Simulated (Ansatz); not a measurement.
AlV₂C:
```
AlV2C
1.0
    2.85785     0.00000     0.00000
   -1.42893     2.47497     0.00000
    0.00000     0.00000    12.89627
Al V C
2 4 2
Direct
  0.33333   0.66667   0.25000
  0.66667   0.33333   0.75000
  0.33333   0.66667   0.58536
  0.66667   0.33333   0.41464
  0.66667   0.33333   0.08536
  0.33333   0.66667   0.91464
  0.00000   0.00000   0.00000
  0.00000   0.00000   0.50000
```

Relaxed with LDA. Special points in fractions of this cell's reciprocal vectors: Γ (0.000, 0.000, 0.000); M (0.500, 0.000, 0.000); K (0.333, 0.333, 0.000); A (0.000, 0.000, 0.500); L (0.500, 0.000, 0.500); H (0.333, 0.333, 0.500).

Task: List the band energies nearest the Fermi level at these points for plane-wave PAW LDA (Ansatz code).

Result: In eV from the Fermi level; about four levels below and three above (degenerate sets whole), none deeper than 8.9 eV; points with the same levels are listed once.

```tsv
k	below	above
Γ	-0.32 -0.32 -0.30 -0.30	0.62 0.62 0.66 0.66
M	-2.64 -2.57 -1.53 -1.49	0.77 1.12 1.17
K	-1.72 -1.72 -1.33 -0.26	1.15 1.15 1.36 1.36
A	-0.31 -0.31 -0.31 -0.31	0.64 0.64 0.64 0.64
L	-2.59 -2.59 -1.50 -1.50	0.99 0.99 1.19 1.19
H	-1.60 -1.60 -0.77 -0.77	1.05 1.05 1.51 1.51
```

Space group P6_3/mmc. The cell was relaxed with LDA under the symmetry of its start. The run is not spin-polarised.

Potentials: the later of the program's two PAW sets.
